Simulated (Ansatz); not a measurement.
Given:

ScRhN2:
```cif
data_N6Rh3Sc3
_chemical_formula_sum 'Sc3 Rh3 N6'
_space_group_name_H-M_alt 'R-3m :H'
_space_group_IT_number 166
_space_group_name_Hall '-R 3 2"'
_cell_length_a 3.27945
_cell_length_b 3.27945
_cell_length_c 17.54324
_cell_angle_alpha 90.000
_cell_angle_beta 90.000
_cell_angle_gamma 120.000
loop_
_atom_site_label
_atom_site_type_symbol
_atom_site_symmetry_multiplicity
_atom_site_Wyckoff_symbol
_atom_site_fract_x
_atom_site_fract_y
_atom_site_fract_z
_atom_site_occupancy
Sc1 Sc 3 b 0.00000 0.00000 0.50000 1
Rh1 Rh 3 a 0.00000 0.00000 0.00000 1
N1 N 6 c 0.00000 0.00000 0.10456 1
```
(The calculation used a cell of 4 atoms; values per cell refer to that cell.)

This is the PBE-relaxed structure.

Question: All from PBE in the plane-wave PAW code Ansatz, unless another level is named. Predict the electronic character.

Answer: metallic (no gap).

Question: What about the formation energy from the elements (no fitted shifts)?

Answer: -241 meV/atom.

Question: And the density of states at the Fermi level?

Answer: 1.0 states/eV per atom (mean over ±0.08 eV).

The start of the workflow was typed in or built on a structure type; neither database checked (COD, Materials Project) lists it. Whether it is the stable phase at ambient conditions was not checked. Symmetry was held in the PBE relaxation; whether a distortion lowers the energy is not shown. The workflow began spin-polarised and lost its moments. The references are the lowest solids computed at this level, not always the standard phases (solids in place of the gases). Scalar-relativistic: spin–orbit coupling is off unless named, which matters more the heavier the elements.

Potentials: the later of the program's two PAW sets.
